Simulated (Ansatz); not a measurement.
A geometry of MgF$_{2}$ away from equilibrium: step 7 of the relaxation of a relaxed MgF2 cell squeezed uniformly to 80 % of its volume. All values below come from PBEsol (plane waves to 420 eV, PAW, scalar-relativistic; Ansatz, an electronic-structure program). Γ-centred k-mesh 8×8×8 on the run's cell (coarser than for final values), Fermi–Dirac smearing 0.05 eV.

```xyz
6
Lattice="-1.9140 3.1450 4.3491 1.9140 -3.1450 4.3491 1.9140 3.1450 -4.3491" Properties=species:S:1:pos:R:3:forces:R:3 pbc="T T T" free_energy=-7035.093 pressure_GPa=2.6
Mg     0.0000     1.5725     5.3172    0.0000    0.0000    0.0006
Mg     1.9140     1.5725    -0.9681    0.0000    0.0000   -0.0006
F      1.9140    -1.5725     2.9550    0.0000    0.0000    0.0080
F      0.0000     4.7174     1.3941    0.0000    0.0000   -0.0080
F      0.0000     0.0000     4.3491    0.0000    0.0000    0.0000
F      1.9140     0.0000     0.0000    0.0000    0.0000    0.0000
```

Positions in Å, forces in eV/Å, free energy of the cell in eV (comparable only within this code, potentials and settings). Largest force: 0.01 eV/Å, on F3, F4 (atoms numbered as listed); the geometry lies 0.01 eV/atom above the end of its relaxation.

No spin polarisation in the result.

The run could not lose the symmetry of its start.

The cell that was disturbed is our relaxation of an entry of Materials Project.
